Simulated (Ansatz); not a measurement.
## Data sheet: OsC (DFT)

OsC (CsCl type, space group No. 221), a = b = c = 2.666 Å, α = β = γ = 90.00°.

Space group Pm-3m (No. 221), CsCl type; conventional cell a = b = c = 2.6663 Å, α = β = γ = 90.00°.

Method: plane-wave PAW PBEsol (Ansatz code). Geometry: relaxed at this level of theory. Other levels are named where they apply.

Cell and energy:

| Item | Value |
|---|---|
| Volume per atom | 9.48 Å³ |
| Density | 17.72 g/cm³ |
| Formation energy from the elements (no fitted shifts) | 1367 meV/atom |

Electronic structure:

| Item | Result |
|---|---|
| Electronic character | metallic (no gap) |
| Density of states at the Fermi level | 0.50 states/eV per atom (mean over ±0.08 eV) |
| Gap with spin–orbit coupling | none (metallic) |

Mechanics:

| Property | Value |
|---|---|
| Bulk modulus (Birch–Murnaghan fit) | 421 GPa |
| Pressure derivative B′ | 4.6 |
| Elastic constants (relaxed ions, GPa) | C11 = 993, C12 = 140, C44 = -15.8 |
| Mechanical stability | unstable (C has a negative eigenvalue) |

Phonons:

| Property | Value |
|---|---|
| Zone-centre stability | unstable, softest mode 261i cm⁻¹ |

The cell is a constructed one: a structure type filled with these elements; neither database checked (COD, Materials Project) lists it. Its standing as an ambient phase is unchecked. The PBEsol relaxation kept the symmetry of its start. The run is not spin-polarised. As this level gives no gap, shear constants depend on the k-mesh and smearing (Fermi–Dirac, 0.1 eV here). As this level gives no gap, phonon frequencies hold no LO–TO term and depend on the k-mesh and smearing (Fermi–Dirac, 0.1 eV here). The references are the lowest solids computed at this level, not always the standard phases. Spin–orbit coupling is left out wherever it is not named.

Potentials: the later of the program's two PAW sets.
